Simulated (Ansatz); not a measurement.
CdS:
```cif
data_Cd2S2
_chemical_formula_sum 'Cd2 S2'
_space_group_name_H-M_alt 'P 1'
_space_group_IT_number 1
_cell_length_a 4.16359
_cell_length_b 4.16359
_cell_length_c 6.76711
_cell_angle_alpha 90.000
_cell_angle_beta 90.000
_cell_angle_gamma 120.000
loop_
_space_group_symop_operation_xyz
  'x, y, z'
loop_
_atom_site_label
_atom_site_type_symbol
_atom_site_fract_x
_atom_site_fract_y
_atom_site_fract_z
_atom_site_occupancy
Cd1 Cd 0.66667 0.33333 0.00099 1
Cd2 Cd 0.33333 0.66667 0.50099 1
S1 S 0.66667 0.33333 0.62421 1
S2 S 0.33333 0.66667 0.12421 1
```

Relaxed with r²SCAN. r²SCAN in the plane-wave PAW code Ansatz gives a gap of 1.63 eV.

Task: What gap does HSE06 give on the same cell (Ansatz, PAW)?

Result: 2.19 eV, 0.56 eV more. The hybrid was solved on a coarser mesh and at special points; its gap is the smallest among all of these.

Cost on shared cores: the r²SCAN run (SCF on a 8×8×4 mesh, then bands and DOS) roughly 90 core-seconds, the HSE06 run (SCF on 6×6×3, then a few points) around 2.1 core-minutes (rough); the tasks are unlike.

Space group P6_3mc (wurtzite). The r²SCAN relaxation kept the symmetry of its start. Scalar-relativistic: spin–orbit coupling is off unless named, which matters more the heavier the elements.

Potentials: the later of the program's two PAW sets.
